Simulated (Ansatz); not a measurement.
Field gradients of Ga from run to run

Cell of run 1: a structure deposited in the COD, atoms as given.

```
Ga
1.0
     2.26150   -3.83050    0.00000
     2.26150    3.83050    0.00000
     0.00000    0.00000    4.52400
Ga
4
Cartesian
  2.2615 -2.6438 0.3664
  2.2615 -1.1867 2.6284
  2.2615 2.6438 4.1576
  2.2615 1.1867 1.8956
```

Sites (sets of like atoms) are named by element and the number of their first atom in this list.

Relaxed positions (PBE, cell held):

```
CELL_PARAMETERS angstrom
2.26150 -3.83050 0.00000
2.26150 3.83050 0.00000
0.00000 0.00000 4.52400
ATOMIC_POSITIONS crystal
Ga 0.84443 0.15557 0.08197
Ga 0.65557 0.34443 0.58197
Ga 0.15557 0.84443 0.91803
Ga 0.34443 0.65557 0.41803
```

All runs are DFT with Ansatz 0.2.0 (plane waves and PAW, scalar-relativistic unless spin–orbit coupling is named, Γ-centred meshes, Fermi–Dirac smearing where given) in this cell.

Run 1: PBE, atoms as given; 420 eV, 9×9×7 k-points, smearing 0.05 eV.
Run 2: PBE, atoms relaxed; 420 eV, 9×9×7 k-points, smearing 0.05 eV.
Run 3: r2SCAN, at the relaxed atoms; 500 eV, 9×9×7 k-points, smearing 0.05 eV.

```json
{"run": "1", "Ga V_zz (η)": "-4.72 (0.14)"}
```

The results of the other runs, out of order. V_zz in 10²¹ V/m².

| result | Ga V_zz (η) |
| --- | --- |
| A | -4.52 (0.15) |
| B | -5.07 (0.19) |

Task: Which result belongs to which run?

Result: A is run 2, B is run 3. Taken one at a time, the functional (r2SCAN with its higher cutoff) moves the tensors on these sites by up to 0.55 (largest principal value of the change, on Ga), the positions of the atoms (as given or relaxed) by 0.24 (Ga).

In runs 1, 2, 3 there is no gap above 0.1 eV, so the gradients can move by 10 % or more with the k-mesh.
